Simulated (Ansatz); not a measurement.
GaP (rock salt, Fm-3m), plane-wave PAW r²SCAN (Ansatz code), all energies at zero smearing, with the estimated change up to a 700 eV cutoff added, with one set of potentials and settings (totals compare only within such a set). Cell of 2 atoms (1 Ga, 1 P): -4549.494 eV.

| element | reference phase | E (eV/atom) |
|---|---|---|
| Ga | Cmce, 4 atoms in the cell | -3790.2689 |
| P | Cmce, 4 atoms in the cell | -759.1646 |

Formation energy per atom, worked out: (-4549.494 − 1×(-3790.2689) − 1×(-759.1646))/2 = -0.030 eV/atom (-3 kJ per mol of atoms), at 0 K, without zero-point energy or fitted corrections.

The start of the workflow was typed in or built on a structure type; neither database checked (COD, Materials Project) lists it. It is not the phase usual at ambient conditions (space group No. 216). Symmetry was held in the r²SCAN relaxation; its stability against distortions is not shown here. The references are the lowest solids computed at this level, not always the standard phases. Spin–orbit coupling is left out wherever it is not named.

Potentials: the later of the program's two PAW sets.
